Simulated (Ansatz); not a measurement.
Li2O:
```cif
data_Li2O
_chemical_formula_sum 'O1 Li2'
_space_group_name_H-M_alt 'P 1'
_space_group_IT_number 1
_cell_length_a 3.27109
_cell_length_b 3.27109
_cell_length_c 3.27109
_cell_angle_alpha 60.000
_cell_angle_beta 60.000
_cell_angle_gamma 60.000
loop_
_space_group_symop_operation_xyz
  'x, y, z'
loop_
_atom_site_label
_atom_site_type_symbol
_atom_site_fract_x
_atom_site_fract_y
_atom_site_fract_z
_atom_site_occupancy
O1 O 0.00000 0.00000 0.00000 1
Li1 Li 0.25000 0.25000 0.25000 1
Li2 Li 0.75000 0.75000 0.75000 1
```

Relaxed with PBE.

### Question
Tabulate the valence density and the electron localisation function along the shortest Li–Li contact (2.31 Å), DFT-PBE in the program Ansatz with PAW potentials.

### Answer


```
distance from Li (Å)  density (e/Å³)   ELF
--------------------  --------------  ----
0.23                            6.20  0.99
0.35                            3.52  0.93
0.46                            1.48  0.56
0.58                            0.44  0.14
0.69                            0.14  0.03
0.81                            0.09  0.02
0.93                            0.08  0.03
1.04                            0.08  0.04
1.16                            0.08  0.05
1.27                            0.08  0.04
1.39                            0.08  0.03
1.50                            0.09  0.02
1.62                            0.14  0.03
1.73                            0.44  0.14
1.85                            1.48  0.56
1.97                            3.52  0.93
2.08                            6.20  0.99
```

The density is the valence pseudo-density with augmentation charge, so density and ELF within about 1 Å of a nucleus are not all-electron values.

Space group Fm-3m (anti-fluorite). The PBE relaxation kept the symmetry of its start.

Potentials: the later of the program's two PAW sets.
